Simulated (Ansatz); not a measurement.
# GaSb: computed property card

GaSb:
```
CELL_PARAMETERS angstrom
      0.00000     2.84782     2.84782
      2.84782     0.00000     2.84782
      2.84782     2.84782     0.00000
ATOMIC_POSITIONS crystal
  Sb 0.00000 0.00000 0.00000
  Ga 0.50000 0.50000 0.50000
```

Space group Fm-3m (No. 225), rock salt; conventional cell a = b = c = 5.6956 Å, α = β = γ = 90.00°.

Method: PBEsol (plane waves, PAW; program Ansatz). Structure relaxed to zero pressure with the same functional. Other levels are named where they apply.

Cell and energy:

```
Item                                                          Result
-----------------------------------------------------  -------------
Volume per atom                                             23.10 Å³
Density                                                   6.88 g/cm³
Formation energy from the elements (no fitted shifts)  0.027 eV/atom
```

Electronic structure:

```
Item                                                                         Value
------------------------------------  --------------------------------------------
Electronic character                                             metallic (no gap)
Density of states at the Fermi level  0.52 states/eV per atom (mean over ±0.08 eV)
```

Mechanics:

```
Item                                                                           Value
--------------------------------------------  --------------------------------------
Bulk modulus (Birch–Murnaghan fit)                                          64.6 GPa
Pressure derivative B′                                                           4.9
Elastic constants (relaxed ions, GPa)               C11 = 134, C12 = 30.3, C44 = 7.5
Mechanical stability                          stable (all eigenvalues of C positive)
Hill bulk and shear moduli                                         64.8 and 18.3 GPa
Young's modulus                                                             50.1 GPa
Poisson's ratio                                                                 0.37
Debye temperature from the elastic constants                                   192 K
```

Phonons:

```
Property                                       Result
-----------------------------  ----------------------
Highest zone-centre frequency                121 cm⁻¹
Zone-centre stability          no imaginary mode at Γ
```

A made-up cell: these elements were put on the sites of a structure type; neither database checked (COD, Materials Project) lists it. It is not the phase usual at ambient conditions (space group No. 216). Symmetry was held in the PBEsol relaxation. As this level gives no gap, shear constants depend on the k-mesh and smearing (Fermi–Dirac, 0.1 eV here). As this level gives no gap, phonon frequencies hold no LO–TO term and depend on the k-mesh and smearing (Fermi–Dirac, 0.1 eV here). The references are the lowest solids computed at this level, not always the standard phases. Scalar-relativistic: spin–orbit coupling is off unless named, which matters more the heavier the elements.

Potentials: the later of the program's two PAW sets.
